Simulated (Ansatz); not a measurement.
System: InSb (zinc blende type), 2 atoms in the cell.

Method: PBE with spin–orbit coupling, plane waves, PAW datasets (earlier set, tuned by hand) in Ansatz.

Cutoff 710 eV; k-mesh 6×6×6 Γ-centred; Fermi–Dirac smearing of 0.02 eV.

```
In Sb
1.0
     0.00000    3.32000    3.32000
     3.32000    0.00000    3.32000
     3.32000    3.32000    0.00000
In Sb
1 1
Direct
  0.00000 0.00000 0.00000
  0.25000 0.25000 0.25000
```

(1) What pressure does the calculation give?

## Answers

(1) The pressure is -0.01 GPa, close to zero.

The stress includes the program's correction for the finite plane-wave basis.

The k-mesh is modest, so these values aren't fully converged in k.
